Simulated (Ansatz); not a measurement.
Data:

RuB₂ (space group Pmmn)

```
RuB2
1.0
    2.84949     0.00000     0.00000
    0.00000     4.62569     0.00000
    0.00000     0.00000     4.02364
B Ru
4 2
Cartesian
  0.00000   3.71839   1.45893
  0.00000   0.90730   1.45893
  1.42475   3.22014   2.56471
  1.42475   1.40555   2.56471
  0.00000   0.00000   3.41500
  1.42475   2.31284   0.60864
```

Equation-of-state scan: isotropic scaling of the cell above, V₀ being its volume. The atoms relax within the cell's symmetry.

Level of theory: PBEsol (plane waves to 420 eV, PAW, scalar-relativistic; Ansatz, a first-principles code). k mesh 16×10×12 (Γ-centred), Fermi-Dirac smearing 0.05 eV. The energy includes the smearing's −TS. Compression counts positive. With the shape held, the modulus is that of even scaling; a crystal free to change shape is softer. RuB2 is run without spin polarisation. RuB2 was relaxed with its symmetry unable to fall. The zero of ΔE is the relaxed starting cell.

The scan covers V/V₀ from 0.840 to 1.160 in 11 points.

Task: What is ΔE at V/V₀ = 0.840?

Result: 293 meV/atom.

Task: What pressure does the cell carry at V/V₀ = 0.840?

Result: 77.0 GPa.

Task: What is ΔE at V/V₀ = 1.160?

Result: 165 meV/atom.

(A scan under strain: stresses follow from slopes of the energy per volume, elastic moduli from its curvatures.)
